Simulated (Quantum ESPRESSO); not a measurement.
**Kohn-Sham bands of BN (Fmm2)**

```
BN
1.0
   -1.25163     0.00000    -2.16609
   -1.25163     0.00000     2.16609
    1.25163     3.49532     0.00000
B N
1 1
Direct
  0.99995   0.00005   0.00000
  0.33335   0.66665   0.00000
```

Cell from Materials Project (mp-685145), symmetrised, no further relaxation. Not found in the COD (Crystallography Open Database) copy used, which has the formula in other groups; not checked further. Computed values, not measurements, from PBEsol: Quantum ESPRESSO (norm-conserving PseudoDojo potentials, cutoff 68 Ry, no spin polarisation, no spin-orbit coupling) on a Γ-centred 12×12×12 mesh, then Wannier90. Density: 14×14×14 mesh, cold smearing 0.01 Ry. The cell is built of weakly bound layers, chains or molecules, whose nearest atoms lie 3.57 Å apart. Database cells relaxed without dispersion often hold them too far apart, which can enlarge gaps and weakens couplings between them; spacing and stacking were not compared with the measured crystal.

Energies are relative to the valence-band maximum; weights are on the orthonormalised atomic waves of the pseudopotential files, averaged over the group. 8 electrons a cell are treated as valence.

```csv
bands,from (eV),to (eV),filling,weight on atomic waves
1,-17.89,-14.05,filled,(withheld)
2–4,-9.17,-0.02,filled,(withheld)
```

Problem. Which atomic shells make up each group?

Solution. 
- 1, weight on atomic waves: N 2s 54 %, B 2p 29 %, B 2s 13 %
- 2–4, weight on atomic waves: N 2p 69 %, B 2p 23 %, B 2s 6 %

The Kohn-Sham gap over both meshes and the path is 3.69 eV.
